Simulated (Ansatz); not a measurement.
The elements of this relaxed trial crystal are hidden behind letters.

```
lattice vectors (Å)
   0.0000    4.9513    4.9513
   4.9513    0.0000    4.9513
   4.9513    4.9513    0.0000
fractional positions
X 0.5000 0.5000 0.5000
Z 0.0095 0.3302 0.3302
Z 0.3302 0.0095 0.3302
Z 0.3302 0.3302 0.0095
Z 0.3302 0.3302 0.3302
```

The calculation used Ansatz 0.2.0, DFT PBE, scalar-relativistic, plane waves, PAW. Plane waves to 420 eV, an 8×8×8 mesh through Γ for the 5-atom cell and 0.10 eV Gaussian smearing; no spin polarisation.

- Space group: F-43m (No. 216)
- Conventional cell: a = 9.903 Å
- Volume per atom: 48.55 Å³
- Density: 1.32 g/cm³
- Formation energy: +0.46 eV/atom
- Gap on the 8×8×8 mesh of the 5-atom cell: 0 eV (a metal)

Energies are uncorrected and count from the elements' standard states at the same level.

Problem. X is a p-block element of period 4 and Z is a p-block element of period 3. Which elements are they?

Solution. X = Ga, Z = P, so the formula is GaP4. Density times volume gives a mean mass of 1.32 × 48.55/1.6605 = 38.6 u per atom, and this set has 38.7 u. Among the elements that the hints allow, noble gases aside, only these give it. Ga is surrounded by 4 P at 2.91 Å; P is surrounded by 3 P at 2.25 Å and 1 Ga at 2.91 Å.

An odd number of electrons in the primitive cell allows no gap without spin; a larger cell or a magnetic state could open one. The cell is a metal run without spin; a magnetic state may lie lower. Symmetry constrained the relaxation, so the result can be a saddle point.
